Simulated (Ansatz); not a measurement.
Ansatz input

```yaml
crystal:
  lattice:
    - [-1.8246730191, 1.8246730191, 1.8246730191]
    - [1.8246730191, -1.8246730191, 1.8246730191]
    - [1.8246730191, 1.8246730191, -1.8246730191]
  atoms:
    - { symbol: Mg, position: [0.0, 0.0, 0.0] }
hamiltonian:
  xc: r2scan
  pseudopotentials:
    kind: paw
    azcp:
      Mg: "pseudopotentials/Mg.paw.azcp"
basis:
  ecutwfc: 500
  fft_grid_basis: typed
kpoints:
  mp_grid: { grid: [14, 14, 14], shift: [0, 0, 0] }
magnetization:
  spin_polarized: false
scf:
  occupations: { method: fermi_dirac, width: 0.1 }
  lower_state_search: "off"
output:
  stress: true
```

Output

```
Engine: ansatz 0.2.0, x86_64-unknown-linux-gnu
Pseudopotentials: kind: paw
Pseudopotential: Mg, paw, valence charge 10, recommended cutoff 500 eV (meta_gga) 
Functional definition: r2SCAN
  parameter k0 = 0.174
  parameter k1 = 0.065
  parameter a1 = 4.9479
  exchange = r2scan_x(k0 = k0, k1 = k1, a1 = a1)
  correlation = r2scan_c
Crystal: 1 atoms, lattice volume = 24.300 Å³
Basis set: ecut = 500 eV, 627 PW (Γ), exchange–correlation on 96×96×96 points (64 copies of the dense FFT grid, shifted against one another)
Bands: 9, of which v1, the nominal top of the filled ones, is band 5 counted from 1 (4 counted from 0)
Symmetry: 48 space group operations
Space group: Im-3m (ITA 229), of the structure as read, at distance tolerance 2.9e-5 Å
k-points: 104 of 2744
Non-local potential: Mg, projectors of the file, l = 0: 3, l = 1: 2, l = 2: 1
PAW form: soft (Blöchl's): semilocal exchange-correlation on the pseudo side does not see the compensation charge
PAW frozen core: Mg, regenerated for the run's functional (the file was generated under x = pbe(κ = 0.804, μ = 0.2195149727645171), c = pbe(β = 0.06672455060314922))
PAW one-centre angular grid: Mg, 302 points (default); XC on 224 Gauss nodes
Initial density: superposition of atomic densities (neutral atoms: chi_scale 0, normalization atom), corrected by the library's trained network
Initial wavefunctions: pseudopotential atomic-orbital guess
Functional: x = r2scan, c = r2scan; τ floored in thin density (d = 2e-4 eV/Å³)
SCF iter   1: F=-1926.367905 eV  HF=-1926.367601 eV  |F-HF|=3.04e-4  |Δ(HF+E_count)|=         —  Δρ=7.40e-3  dr2=4.25e-3  dr2_τ=2.29e-4  ethr=1.77e-3  ⟨swp⟩=5.8  Hψ=6749  notcnv=0
SCF iter   2: F=-1926.371201 eV  HF=-1926.370989 eV  |F-HF|=2.12e-4  |Δ(HF+E_count)|=   3.39e-3  Δρ=2.27e-3  dr2=6.06e-4  dr2_τ=2.33e-5  ethr=4.25e-5  ⟨swp⟩=2.0  Hψ=2703  notcnv=0
SCF iter   3: F=-1926.371318 eV  HF=-1926.371298 eV  |F-HF|=1.95e-5  |Δ(HF+E_count)|=   3.09e-4  Δρ=4.63e-4  dr2=4.37e-5  dr2_τ=8.33e-7  ethr=6.06e-6  ⟨swp⟩=2.0  Hψ=1454  notcnv=0
SCF iter   4: F=-1926.371319 eV  HF=-1926.371319 eV  |F-HF|=3.33e-8  |Δ(HF+E_count)|=   2.12e-5  Δρ=2.49e-5  dr2=7.07e-8  dr2_τ=9.98e-9  ethr=4.37e-7  ⟨swp⟩=1.9  Hψ=1293  notcnv=0
iter 5 did not close the SCF: its close was put off for the readings that it lacked (scf_convergence_deferred on its scf_iter line)
SCF iter   5: F=-1926.371319 eV  HF=-1926.371319 eV  |F-HF|=2.16e-9  |Δ(HF+E_count)|=   5.63e-8  Δρ=3.70e-6  dr2=2.01e-9  dr2_τ=1.77e-10  ethr=7.07e-10  ⟨swp⟩=2.0  Hψ=1477  notcnv=0
SCF iter   6: F=-1926.371319 eV  HF=-1926.371319 eV  |F-HF|=2.57e-11  |Δ(HF+E_count)|=   2.90e-9  Δρ=3.73e-7  dr2=1.92e-11  dr2_τ=3.44e-12  ethr=2.01e-11  ⟨swp⟩=1.8  Hψ=2885  notcnv=0
SCF 1 converged in 6 iterations: F = -1926.371319 eV  dr2 = 1.92e-11
SCF converged after 6 iterations
Free energy (F): -1926.371319 eV
Harris-Foulkes:  -1926.371319 eV  (|F-HF|=2.57e-11)
Internal energy: -1926.358432 eV  (E = F + TS)
E sigma→0 (E₀):  -1926.364876 eV
Entropy (-TS):   -0.012887 eV (-12.887 meV/atom)
Fermi energy:    5.281531 eV
--- Per-component energies (eV) ---
  E_band       = -377.065345
  E_kinetic    = 73.877058
  E_local      = -1643.482658  (includes V_loc(G=0)·N_el)
  E_nonlocal   = 95.906109
  E_hartree    = 587.936596
  E_xc         = -26.104401
  E_vxc        = -37.925160  (∫ρ·V_xc dr)
  E_paw        = -296.477772  (= ΣΔE_a)
  E_vpaw       = -43.809000  (= ΣTr[D̂ρ^β])
  E_aug_tail   = -0.000001  (compensation charges beyond the density's cutoff)
  E_vtau       = 2.495204  (kinetic-family band-sum trace: ∫τ·v_τ [+ j·A + Jᵃ·Aᵃ] dr)
  E_ewald      = -717.987154
  E_core_change = -0.026208  (= ΣΔE_core)
  E_smearing   = -0.012887  (= −TS)
  E_closure    = -0.000000  (closes the sum)
  Σ components = -1926.371319   (vs F -1926.371319, Δ=0.00e0)
--- Stress (GPa, compression-positive) ---
       -2.520018       0.000000      -0.000000
       -0.000000      -2.520018      -0.000000
        0.000000      -0.000000      -2.520018
  P = ⅓ Tr σ = -2.5200 GPa (-25.200 kbar)
```

Command:

```sh
ansatz run input.yaml --threads 1 --pin off --max-ram 3584MiB --backend cpu --events-out ev --progress --plain --runs-dir out
```

On 1 thread of Intel(R) Xeon(R) Platinum 8259CL CPU @ 2.50GHz (Skylake/Cascade Lake) (shared host) this took about 5.3 s of wall time and 5.3 s of CPU time.
